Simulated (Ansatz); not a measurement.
## YTe: a film clamped to a substrate

Method: DFT PBEsol, scalar-relativistic, plane waves, PAW in Ansatz. The runs took a 420 eV cutoff, a Γ-centred 14×14×14 mesh and Gaussian smearing (0.15 eV). Spin–orbit coupling is left out, which matters for the heavy elements here. No spin polarisation. Energies are free energies at this smearing, counted from the undisturbed cell; pressure is positive in compression.

Reference structure (as given, not relaxed at this level; it stands at -0.5 GPa, and it needn't be the usual structure):

```
Y Te
1.0
     0.00000    3.04750    3.04750
     3.04750    0.00000    3.04750
     3.04750    3.04750    0.00000
Y Te
1 1
Direct
  0.00000 0.00000 0.00000
  0.50000 0.50000 0.50000
```

The cell (2 atoms, V0 = 56.61 Å³) is strained by p along both x and y and by q along z, fractional coordinates fixed. τp = (1/V0) ∂E/∂p = (σxx + σyy)(1 + p)(1 + q) and τq = (1/V0) ∂E/∂q = σzz(1 + p)², with tension positive.

| p | q | ΔE (meV/atom) | τp (GPa) | τq (GPa) |
| --- | --- | --- | --- | --- |
| 0.000 | 0.000 | 0.00 | 0.96 | 0.48 |
| -0.040 | 0.000 | 54.84 | -17.86 | -0.55 |
| 0.040 | 0.000 | 51.96 | 12.78 | 1.75 |
| 0.000 | -0.040 | 25.30 | -0.22 | -8.33 |
| 0.000 | 0.040 | 24.01 | 2.11 | 5.84 |

Q: Get the second derivatives of the energy density.

A: Central differences give A = ∂τp/∂p = 383 GPa (C11 + C22 + 2 C12), C = ∂τq/∂q = 177 GPa (C33) and the cross term B = ∂τq/∂p = 28.7 GPa (C13 + C23); ∂τp/∂q = 29.0 GPa must equal B, and any difference shows higher-order terms. Steps this large leave an error of some per cent of A or C in all of these, which can swamp a small B. The ions are clamped. In a cubic crystal C11 = C = 177, C12 = B/2 = 14.4 GPa and A should be 2(C11 + C12) = 383 GPa; the bulk modulus is (C11 + 2 C12)/3 = 69 GPa.

Q: A film of this crystal grows with z along the normal on a substrate that imposes p. How does its thickness respond, and what does the misfit cost?

A: Count p and q from the stress-free cell. A free surface needs τq = 0, so q = −(B/C) p = -0.16 p. The energy density left is (A − B²/C) p²/2 = M p², with the biaxial modulus M = 189 GPa; a misfit of 1 % costs 3.34 meV/atom, against 3.38 meV/atom if the thickness were held.

At p = 0.080 the energies along q are 263.3 (q = -0.080), 175.8 (q = -0.040), 169.0 (q = 0.000), 211.7 (q = 0.040), 282.3 (q = 0.080) meV/atom.

Q: Does the linear rule hold at this misfit?

A: A parabola through the lowest point and its neighbours has its minimum at q = -0.015, 165.8 meV/atom. With the stress left in the starting cell, τp0 and τq0, linear elasticity gives q = −(τq0 + Bp)/C = -0.016 and E = V0(τp0 p + τq0 q + Ap²/2 + Bpq + Cq²/2)/N = 226.2 meV/atom. The energies differ by more than a tenth, so the quadratic law fails here: the gap holds the anharmonic part, with some error from the wide steps. Cubic terms also shift the vertex of so wide a parabola.

In a metal these slopes depend on the k mesh and the smearing.